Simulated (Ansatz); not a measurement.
WP$_{2}$ (space group Cmc2_1)

```
WP2
1.0
    1.57438    -5.56815     0.00000
    1.57438     5.56815     0.00000
    0.00000     0.00000     4.95319
P W
4 2
Direct
  0.07010   0.92990   0.38279
  0.92990   0.07010   0.88279
  0.79695   0.20305   0.20057
  0.20305   0.79695   0.70057
  0.40678   0.59322   0.49964
  0.59322   0.40678   0.99964
```

Equation-of-state scan: isotropic scaling of the cell above, V₀ being its volume. The atoms relax within the cell's symmetry.

All values below come from PBEsol (plane waves to 420 eV, PAW, scalar-relativistic; Ansatz, a first-principles code). k mesh 15×15×10 (Γ-centred), Fermi-Dirac smearing 0.05 eV. Energies are smeared free energies. Compression counts positive. With the shape held, the modulus is that of even scaling; a crystal free to change shape is softer. Spin-orbit coupling is left out, though W is heavy. WP2 is run without spin polarisation. WP2 was relaxed with its symmetry unable to fall. The zero of ΔE is the relaxed starting cell. The last digit holds for this mesh only.

```
V (Å³/atom)  ΔE (meV/atom)
-----------  -------------
13.026               111.2
13.388                59.7
13.750                25.4
14.112                 6.1
14.474                 0.0
14.836                 5.5
15.198                21.2
15.559            withheld
15.921                78.1
```

### Question
Fit a third-order Birch-Murnaghan form (E₀, V₀, B₀, B₀′ free) to the given rows and predict ΔE at V = 15.559.

### Answer
Least squares on the 8 given rows: ΔE = E₀ + (9V₀B₀/16)·y²·[2 + (B₀′ − 4)y], y = (V₀/V)^(2/3) − 1, with V₀ = 14.475 Å³/atom, B₀ = 204.5 GPa (160.2 GPa = 1 eV/Å³; the term in eV is multiplied by 1000), B₀′ = 4.20, E₀ = 0.02 meV/atom; root-mean-square residual 0.04 meV/atom. At 15.559 the fit gives 45.7 meV/atom; the calculation gives 45.8 meV/atom, so the interpolation is off by -0.1 (-0.2 %). For the pressure the fit gives -12.7 GPa against the computed -12.7 GPa.

(A scan under strain: stresses follow from slopes of the energy per volume, elastic moduli from its curvatures.)
